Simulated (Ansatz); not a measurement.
Al3Ni2 (La2O3 or Ni2Al3 type, P-3m1), DFT-r²SCAN in the program Ansatz with PAW potentials, all energies at zero smearing, with the estimated change up to a 700 eV cutoff added, with one set of potentials and settings (totals compare only within such a set). Cell of 5 atoms (3 Al, 2 Ni): -13315.023 eV.

```tsv
element	reference phase	E (eV/atom)
Al	Fm-3m, 1 atoms in the cell	-540.4083
Ni	Fm-3m, 1 atoms in the cell, spin-polarised	-5845.2912
```

Formation energy per atom, worked out: (-13315.023 − 3×(-540.4083) − 2×(-5845.2912))/5 = -0.643 eV/atom (-62 kJ per mol of atoms), at 0 K, without zero-point energy or fitted corrections.

The workflow started from a Materials Project entry (that database holds measured and hypothetical structures alike); the Crystallography Open Database copy checked does not list it. Whether it is the stable phase at ambient conditions was not checked. The cell was relaxed with r²SCAN under the symmetry of its start; of distortions, only those at the zone centre were tested. The run is not spin-polarised. The references are the lowest solids computed at this level, not always the standard phases.

Potentials: the later of the program's two PAW sets.
